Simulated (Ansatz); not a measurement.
An Ansatz (a quantum-chemistry and plane-wave program) run. Input:

Ansatz 0.2 input:
```yaml
crystal:
  lattice:
    - [4.6859224491, 0.0, 0.0]
    - [0.0, 4.6859224491, 0.0]
    - [0.0, 0.0, 4.6859224491]
  atoms:
    - { symbol: Au, position: [0.1538297561, 0.1538297561, 0.1538297561] }
    - { symbol: Au, position: [0.3461702439, 0.8461702439, 0.6538297561] }
    - { symbol: Au, position: [0.6538297561, 0.3461702439, 0.8461702439] }
    - { symbol: Au, position: [0.8461702439, 0.6538297561, 0.3461702439] }
    - { symbol: Be, position: [0.8458587392, 0.8458587392, 0.8458587392] }
    - { symbol: Be, position: [0.6541412608, 0.1541412608, 0.3458587392] }
    - { symbol: Be, position: [0.3458587392, 0.6541412608, 0.1541412608] }
    - { symbol: Be, position: [0.1541412608, 0.3458587392, 0.6541412608] }
kpoints:
  mp_grid: { grid: [9, 9, 9] }
hamiltonian:
  xc: r2scan
  pseudopotentials: { kind: paw }
scf:
  occupations: { method: gaussian, width: 0.1 }
checkpoint: { read: metal.run }
output: { write_density: true, elf: true, volumetric_format: npy }
basis: { fft_grid_basis: typed }
```

Output (shortened):

```
Pseudopotentials: kind: paw
Pseudopotential: Au, paw, valence charge 19
Pseudopotential: Be, paw, valence charge 2
Functional definition: r2SCAN
Crystal: 8 atoms, lattice volume = 102.893 Å³
Basis set: ecut = 500 eV, 2553 PW (Γ), exchange–correlation on 144×144×144 points (64 copies of the dense FFT grid, shifted against one another)
Bands: 51, of which v1, the nominal top of the filled ones, is band 42 counted from 1 (41 counted from 0)
Symmetry: 12 space group operations
Space group: P213 (ITA 198), of the structure as read, at distance tolerance 4.7e-5 Å
k-points: 45 of 729 (time reversal used)
PAW frozen core: Au, regenerated for the run's functional
PAW frozen core: Be, regenerated for the run's functional
Initial density: read from a saved state, or passed on in memory by an earlier SCF of this step, an earlier step, the calling program or the single point that …
Stability of the state it starts from, as read at its close in the unpolarized treatment …
Initial wavefunctions: pseudopotential atomic-orbital guess
Eigensolver: davidson
Functional: x = r2scan, c = r2scan; τ floored in thin density (d = 2e-4 eV/Å³)
iter 1 solved again at ethr=4.20e-8 eV; its pass at ethr=3.10e-3 eV (dr2=3.53e-5 eV) is discarded
SCF iter   1: F=—  HF=-53028.450335 eV  |F-HF|=—  |Δ(HF+E_count)|=         —  Δρ=2.61e-7  dr2=6.68e-11  dr2_τ=1.40e-11  ethr=4.20e-8  ⟨swp⟩=3.3  Hψ=15508  notcnv=0
all-band conjugate gradients solve this SCF's bands
preconditioner: auto → Resta (q_TF=auto, 2.638 Å⁻¹)
SCF iter   2: F=-53028.450335 eV  HF=-53028.450335 eV  |F-HF|=5.82e-11  |Δ(HF+E_count)|=   2.27e-8  Δρ=1.43e-7  dr2=2.04e-11  dr2_τ=7.88e-12  ethr=1.00e-12  ⟨swp⟩=7.6  Hψ=8982  notcnv=0
SCF 1 converged in 2 iterations: F = -53028.450335 eV  dr2 = 2.04e-11
SCF converged after 2 iterations
Free energy (F): -53028.450335 eV
Harris-Foulkes:  -53028.450335 eV  (|F-HF|=5.82e-11)
Internal energy: -53028.442057 eV  (E = F + TS)
E sigma→0 (E₀):  -53028.446196 eV
Entropy (-TS):   -0.008278 eV (-1.035 meV/atom)
Fermi energy:    16.517819 eV
--- Per-component energies (eV) ---
  E_band       = -1196.745006
  E_kinetic    = 2491.776107
  E_local      = -8983.962644  (includes V_loc(G=0)·N_el)
  E_nonlocal   = 305.217259
  E_hartree    = 3858.984251
  E_xc         = -950.589236
  E_vxc        = -1324.615767  (∫ρ·V_xc dr)
  E_paw        = -39159.416735  (= ΣΔE_a)
  E_vpaw       = -1493.477858  (= ΣTr[D̂ρ^β])
  E_aug_tail   = 0.003348  (compensation charges beyond the density's cutoff)
  E_vtau       = 90.346187  (kinetic-family band-sum trace: ∫τ·v_τ [+ j·A + Jᵃ·Aᵃ] dr)
  E_ewald      = -10589.701006
  E_core_change = -0.753403  (= ΣΔE_core)
  E_smearing   = -0.008278  (= −TS)
  E_closure    =  0.000000  (closes the sum)
  Σ components = -53028.450335   (vs F -53028.450335, Δ=0.00e0)
  [band-id]    e_kinetic+e_local+e_nonlocal+2·e_hartree+e_vxc+e_vpaw+e_augmentation_tail+e_vtau = -1196.744865   (vs E_band -1196.745006, Δ=1.41e-4)
--- Band table (eV; the first three rows and the last of 45) ---
  k-point 0: bands = ["-92.3000", "-92.2915", "-92.2915", "-92.2915", "-43.1681", "-43.1681", "-43.1681", "-43.1451", "-43.1451", "-43.1451", "-43.0900", "-43.0878", "-43.0878", "-43.0548", "-43.0548", "-43.0548", "5.2090", "8.8176", "8.8176", "8.8176", "9.6266", "9.6266", "9.6266", "10.0176", "10.0176", "10.0176", "10.2000", "10.8015", "10.8015", "11.0796", "11.0796", "11.0796", "11.9385", "11.9385", "11.9385", "12.6556", "12.6556", "14.1048", "14.1048", "14.1048", "16.0573", "16.0573", "16.0573", "21.1449", "21.1449", "21.4997", "21.4997", "21.4997", "22.2587", "22.2587", "22.2587"]
  k-point 1: bands = ["-92.2998", "-92.2923", "-92.2914", "-92.2909", "-43.1735", "-43.1691", "-43.1618", "-43.1542", "-43.1474", "-43.1328", "-43.0917", "-43.0870", "-43.0857", "-43.0561", "-43.0560", "-43.0547", "5.3064", "8.7449", "8.8209", "8.8370", "9.5692", "9.5838", "9.7060", "9.8766", "9.9142", "10.2824", "10.4264", "10.5809", "10.7255", "10.7678", "11.1601", "11.3020", "11.8136", "11.9600", "12.1347", "12.6097", "12.6561", "13.3542", "14.1187", "14.7002", "15.6227", "15.9951", "17.0043", "20.6043", "20.6983", "20.7221", "21.1129", "21.6844", "22.3960", "22.4757", "22.6905"]
  k-point 2: bands = ["-92.2992", "-92.2934", "-92.2912", "-92.2905", "-43.1763", "-43.1715", "-43.1657", "-43.1530", "-43.1488", "-43.1195", "-43.0968", "-43.0849", "-43.0804", "-43.0593", "-43.0583", "-43.0558", "5.5950", "8.5522", "8.8141", "8.8306", "9.3987", "9.5068", "9.8375", "9.9116", "10.0618", "10.2605", "10.3132", "10.5255", "10.5363", "10.7819", "11.0665", "11.5322", "11.6921", "12.0785", "12.3324", "12.4839", "12.5601", "12.9499", "14.2277", "14.7890", "15.7195", "15.8358", "18.0569", "19.7198", "19.8359", "20.0761", "20.6666", "21.8232", "22.5785", "22.6171", "22.7444"]
  k-point 44: bands = ["-92.2943", "-92.2942", "-92.2930", "-92.2929", "-43.1783", "-43.1775", "-43.1708", "-43.1696", "-43.1176", "-43.1145", "-43.1041", "-43.1009", "-43.0629", "-43.0611", "-43.0574", "-43.0557", "8.3178", "8.4113", "8.6121", "8.6382", "9.7205", "9.7371", "9.8401", "9.8901", "9.9544", "10.0254", "10.0495", "10.1528", "10.9067", "10.9480", "11.0166", "11.1199", "11.9394", "11.9739", "12.1751", "12.2246", "12.5701", "12.7552", "12.8948", "13.0485", "14.3638", "14.5746", "15.1523", "15.3804", "23.3946", "23.5950", "23.7032", "23.8888", "24.0680", "24.1837", "24.3677"]
  band table: 51 of 51 bands, residual norms ≤ 1.0e-3 eV
```

Cost: about 30 core-seconds (a rough figure) on shared cores.

Space group P2_13. The workflow started from an entry of the Crystallography Open Database (COD). Whether it is the stable phase at ambient conditions was not checked. The r²SCAN relaxation kept the symmetry of its start; whether a distortion lowers the energy is not shown. Spin–orbit coupling is left out wherever it is not named.

Potentials: the later of the program's two PAW sets.

Ansatz is a plane-wave DFT program.
